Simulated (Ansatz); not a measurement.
TaCo3:
Space group R-3m, hexagonal axes (No. 166); a = 5.092 Å, b = 5.092 Å, c = 18.511 Å, α = 90.00°, β = 90.00°, γ = 120.00°

| atom | site | symmetry | x | y | z |
|---|---|---|---|---|---|
| Ta | 3a | -3m | 0.0000 | 0.0000 | 0.0000 |
| Ta | 6c | 3m | 0.0000 | 0.0000 | 0.2187 |
| Co | 9e | .2/m | 0.0000 | 0.5000 | 0.0000 |
| Co | 18h | .m | 0.1760 | 0.3520 | 0.1101 |
(The calculation used a cell of 12 atoms; values per cell refer to that cell.)

Relaxed with PBEsol.

Question: Which orbitals make up the states near the Fermi level in the program Ansatz at the PBEsol level (PAW)?

Answer: Within 0.5 eV of the Fermi level: Co 3d 90 %. Projections are on Löwdin-orthogonalised atomic valence shells; empty p or d shells of many metals are not among them.

Question: Tabulate the density of states.

Answer: States/eV per cell of 12 atoms, in 0.25 eV bins, energy from the Fermi level.

```csv
E (eV),total,Co 3d,Ta 5d,Co 4s
-7.85,0.80,0.01,0.01,0.49
-7.60,0.91,0.01,0.02,0.55
-7.35,1.04,0.02,0.03,0.62
-7.10,1.18,0.03,0.04,0.69
-6.85,1.41,0.04,0.07,0.80
-6.60,1.45,0.06,0.09,0.80
-6.35,1.56,0.08,0.12,0.88
-6.10,1.90,0.13,0.19,1.05
-5.85,2.33,0.21,0.30,1.22
-5.60,2.89,0.34,0.47,1.36
-5.35,3.10,0.52,0.62,1.29
-5.10,6.34,2.04,1.77,1.79
-4.85,8.13,3.10,2.32,2.03
-4.60,9.67,3.97,3.01,1.99
-4.35,8.93,4.27,2.73,1.49
-4.10,11.04,6.34,2.71,1.41
-3.85,13.43,8.78,2.83,0.99
-3.60,14.12,9.88,2.75,0.71
-3.35,18.54,13.82,3.31,0.61
-3.10,15.67,11.92,2.67,0.43
-2.85,14.42,11.50,1.96,0.32
-2.60,16.72,13.67,1.83,0.44
-2.35,20.32,16.67,2.21,0.57
-2.10,19.46,16.20,2.00,0.48
-1.85,20.18,17.12,1.71,0.56
-1.60,22.12,18.80,1.96,0.57
-1.35,30.58,26.34,2.65,0.70
-1.10,31.22,27.28,2.43,0.63
-0.85,25.27,21.81,1.95,0.56
-0.60,24.15,20.98,1.75,0.52
-0.35,23.51,20.88,1.28,0.46
-0.10,10.79,9.39,0.54,0.28
0.15,10.91,9.97,0.34,0.19
0.40,11.21,10.60,0.22,0.10
0.65,0.48,0.21,0.07,0.05
0.90,5.69,3.64,1.15,0.57
1.15,6.97,3.45,2.56,0.44
1.40,8.20,3.70,3.16,0.61
1.65,18.98,9.10,7.31,1.57
1.90,16.64,7.73,6.84,1.37
2.15,12.87,5.47,6.18,0.60
2.40,5.43,1.96,2.80,0.22
2.65,4.33,1.32,2.41,0.16
2.90,6.41,1.67,3.90,0.23
3.15,6.08,1.46,3.82,0.27
3.40,7.51,1.68,4.72,0.42
3.65,7.27,1.60,4.50,0.51
3.90,3.77,0.72,2.21,0.38
4.15,4.38,0.81,2.42,0.39
4.40,3.17,0.52,1.45,0.37
4.65,3.22,0.46,1.29,0.46
```

The workflow started from a Materials Project entry (that database holds measured and hypothetical structures alike); the Crystallography Open Database files this formula in space group No. 166, but the cells were not matched. Its standing as an ambient phase is unchecked. Symmetry was held in the PBEsol relaxation; whether a distortion lowers the energy is not shown. No spin polarisation was allowed. Axis ratios of metals converge slowly with the k-mesh, so a and c are less sure than the volume. Spin–orbit coupling is left out wherever it is not named.

Potentials: the later of the program's two PAW sets.
